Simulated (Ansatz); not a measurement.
## BiN: modes against the lattice constant

The calculation used Ansatz 0.2.0, DFT PBE, scalar-relativistic, plane waves, PAW. Cutoff 420 eV, 14×14×14 k-points (Γ-centred), Fermi-Dirac smearing of 0.15 eV. No spin polarisation. Phonons by linear response, acoustic sum rule imposed.

The cell is fixed (symmetry leaves no force on the atoms) and stands under -1.6 GPa:
```cif
data_structure
_symmetry_space_group_name_H-M 'F-43m'
_symmetry_Int_Tables_number 216
_cell_length_a 5.5902
_cell_length_b 5.5902
_cell_length_c 5.5902
_cell_angle_alpha 90.000
_cell_angle_beta 90.000
_cell_angle_gamma 90.000
_cell_volume 174.70
loop_
_atom_site_label
_atom_site_type_symbol
_atom_site_symmetry_multiplicity
_atom_site_Wyckoff_symbol
_atom_site_fract_x
_atom_site_fract_y
_atom_site_fract_z
_atom_site_occupancy
Bi1 Bi 4 a 0.00000 0.00000 0.00000 1
N1 N 4 d 0.25000 0.25000 0.75000 1
```

The cell is the ideal cubic zincblende prototype; whether it is the stable structure of this composition wasn't checked. In a metal, frequencies and elastic constants depend on the k mesh and the smearing, soft modes and shear constants most. Spin–orbit coupling is left out, which can shift energies with elements as heavy as these.

**Question.** How do the optical zone-centre modes (counted from the lowest optical one, degenerate ones once; i marks imaginary ones) of this metal change over a = 5.497 and 5.590 Å?

**Answer.**
```tsv
a (Å)	5.497	5.590
pressure (GPa)	2.7	-1.6
mode 1 (cm⁻¹)	318	290
```

Cost: 2 runs of about 3 core-minutes in all, on Arm Neoverse N1 (shared hosts).